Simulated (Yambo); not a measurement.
Absorption of NaCoO2 (space group R-3m, No. 166) under isotropic strain of -0.7 % on all lattice vectors with and without the electron-hole interaction (Yambo, PBEsol bands; 8×8×8 mesh, 6 valence and 3 conduction bands, static screening with 32 bands and a 4 Ry block, scissor 1.00 eV, Tamm-Dancoff; field along x). Axes are Cartesian, with cell vectors (Å) (1.43, 0.83, 5.08), (-1.43, 0.83, 5.08), (0.00, -1.66, 5.08).

| E (eV) | Im ε, BSE | Im ε, independent quasiparticles |
|---|---|---|
| 0.05 | 0.28 | 0.16 |
| 0.15 | 0.31 | 0.17 |
| 0.25 | 0.34 | 0.19 |
| 0.35 | 0.38 | 0.20 |
| 0.45 | 0.43 | 0.22 |
| 0.55 | 0.48 | 0.24 |
| 0.65 | 0.56 | 0.26 |
| 0.75 | 0.65 | 0.29 |
| 0.86 | 0.77 | 0.32 |
| 0.96 | 0.94 | 0.35 |
| 1.06 | 1.19 | 0.40 |
| 1.16 | 1.56 | 0.46 |
| 1.26 | 2.19 | 0.54 |
| 1.36 | 3.37 | 0.64 |
| 1.46 | 5.70 | 0.78 |
| 1.56 | 8.56 | 1.00 |
| 1.66 | 8.97 | 1.37 |
| 1.76 | 9.85 | 2.05 |
| 1.86 | 11.6 | 3.01 |
| 1.96 | 13.3 | 3.78 |
| 2.06 | 13.1 | 4.52 |
| 2.16 | 12.6 | 4.92 |
| 2.26 | 14.0 | 5.45 |
| 2.36 | 15.4 | 6.80 |
| 2.47 | 15.0 | 8.81 |
| 2.57 | 12.7 | 11.4 |
| 2.67 | 10.5 | 13.9 |
| 2.77 | 8.66 | 14.7 |
| 2.87 | 6.49 | 14.7 |
| 2.97 | 4.90 | 14.1 |
| 3.07 | 4.02 | 13.0 |
| 3.17 | 3.30 | 12.8 |
| 3.27 | 2.92 | 12.5 |
| 3.37 | 2.68 | 10.2 |
| 3.47 | 2.33 | 7.36 |
| 3.57 | 2.18 | 5.23 |
| 3.67 | 2.29 | 4.15 |
| 3.77 | 2.73 | 3.41 |
| 3.87 | 3.71 | 2.55 |
| 3.97 | 5.85 | 2.00 |
| 4.07 | 10.4 | 1.73 |
| 4.18 | 15.5 | 1.67 |
| 4.28 | 13.0 | 1.81 |
| 4.38 | 10.1 | 2.23 |
| 4.48 | 8.61 | 3.12 |
| 4.58 | 8.17 | 4.35 |
| 4.68 | 7.75 | 5.70 |
| 4.78 | 7.30 | 7.28 |
| 4.88 | 8.69 | 8.14 |
| 4.98 | 8.45 | 8.09 |
| 5.08 | 6.75 | 7.44 |
| 5.18 | 5.40 | 7.13 |
| 5.28 | 5.56 | 7.58 |
| 5.38 | 6.09 | 8.74 |
| 5.48 | 6.20 | 9.36 |
| 5.58 | 5.71 | 8.00 |
| 5.68 | 5.76 | 6.99 |
| 5.79 | 5.06 | 7.28 |
| 5.89 | 4.62 | 7.31 |
| 5.99 | 3.64 | 7.18 |
| 6.09 | 3.26 | 7.64 |
| 6.19 | 3.03 | 8.34 |
| 6.29 | 2.77 | 8.81 |
| 6.39 | 2.76 | 7.92 |
| 6.49 | 2.60 | 6.44 |
| 6.59 | 2.38 | 5.41 |
| 6.69 | 1.82 | 5.37 |
| 6.79 | 1.61 | 5.21 |
| 6.89 | 1.43 | 4.86 |
| 6.99 | 1.40 | 4.66 |

The scissor comes from a G0W0 run whose convergence isn't established. Broadening 0.15 eV. The band window holds all transitions up to 7.2 eV. Fine structure above the onset can come from the mesh.

The 3d shell has no Hubbard U; the runs are without spin polarisation, and magnetic order was not tried.

Geometry strained from the cell relaxed with PBEsol, atoms relaxed again; primitive cell a = b = c = 5.3431 Å, α = β = γ = 31.14°.

The structure is a Materials Project entry; no match was found in the copy of COD used, and its stability was not checked.
